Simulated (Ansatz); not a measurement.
Fe₃Si in space group P4/mmm (No. 123; Fe on 2h, Fe on 1a, Si on 1b) under volume change, DFT-PBEsol in the program Ansatz with PAW potentials, shape and atoms relaxed at each volume.

```json
[
 {"V (Å³/atom)": "9.975", "E − E(relaxed) (meV/atom)": "31.5", "P (GPa)": "16.96"},
 {"V (Å³/atom)": "10.294", "E − E(relaxed) (meV/atom)": "___", "P (GPa)": "___"},
 {"V (Å³/atom)": "10.612", "E − E(relaxed) (meV/atom)": "0.0", "P (GPa)": "-0.03"},
 {"V (Å³/atom)": "10.930", "E − E(relaxed) (meV/atom)": "___", "P (GPa)": "___"},
 {"V (Å³/atom)": "11.249", "E − E(relaxed) (meV/atom)": "24.7", "P (GPa)": "-11.69"}
]
```

What belongs in the gaps?


- 10.294, E − E(relaxed) (meV/atom): 7.3
- 10.294, P (GPa): 7.67
- 10.930, E − E(relaxed) (meV/atom): 6.6
- 10.930, P (GPa): -6.41

What does a third-order Birch–Murnaghan fit give for V₀, B₀ and B′?

V₀ = 10.61 Å³/atom, B₀ = 233 GPa, B′ = 5.3.

The first step of the workflow began from a Materials Project structure, measured or hypothetical; the Crystallography Open Database copy checked does not list it. COD files the formula under space group No. 225, so this cell is another polymorph or a model. Its standing as an ambient phase is unchecked. Symmetry was held in the PBEsol relaxation, as lowered by the spin order; its stability against distortions is not shown here. Magnetic state: antiferromagnetic, chosen from 5 collinear starts compared on coarse meshes (ties went to the first, and starts can fall back to one state), not a proven ground state.

Potentials: the later of the program's two PAW sets.
